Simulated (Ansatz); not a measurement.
CrAgO2: do energies and stresses tell the same story?

Method: DFT PBEsol, scalar-relativistic, plane waves, PAW (Ansatz 0.2.0).

Plane waves to 420 eV, a k mesh through Γ of 12×12×12 on the computed 4-atom cell and Gaussian smearing (0.02 eV); collinear spin from starting moments 2.59 0 0 0 μB.

Relaxed cell: R-3m, a = 2.966 Å, b = 2.966 Å, c = 18.454 Å, α = 90.00°, β = 90.00°, γ = 120.00°, 4 atoms in the primitive cell. Whether it is the stable form of this composition wasn't checked.

Energies at zero smearing and pressures from the stress tensor, at volumes with shape and atoms relaxed:
```
V (Å³/atom) E − E(first) (meV/atom) P (GPa)
     11.016                     0.00    11.43
     11.368                   -18.12     5.25
     11.719                   -23.72     0.00
     12.071                   -18.68    -4.48
     12.422                    -4.61    -8.27
```

Problem. Check P = −dE/dV between neighbouring volumes, and get the bulk modulus from the pressures alone.

Solution. With 1 eV/Å³ = 160.2 GPa:
| middle V (Å³/atom) | −ΔE/ΔV (GPa) | mean P (GPa) |
| --- | --- | --- |
| 11.192 | 8.258 | 8.341 |
| 11.543 | 2.551 | 2.624 |
| 11.895 | -2.295 | -2.242 |
| 12.247 | -6.414 | -6.374 |

The two differ by 0.08 GPa at most. The mean of two end pressures misses the average over a step by about ΔV² P″/12, up to 0.08 GPa here; with that taken off 0.02 GPa remains. Around V = 11.719 Å³/atom, the two neighbours give B = −V ΔP/ΔV = 11.719 × 9.73 / 0.703 = 162.2 GPa, against B0 = 161.2 GPa from the Birch–Murnaghan fit of the energies.

The cell holds one magnetic atom, so it can only be ferromagnetic; an antiferromagnetic order may lie lower.

Only this magnetic start was tried.

Cost: 6 runs of about 6 core-minutes in all, on Intel Xeon 6975P-C (Granite Rapids) (shared hosts).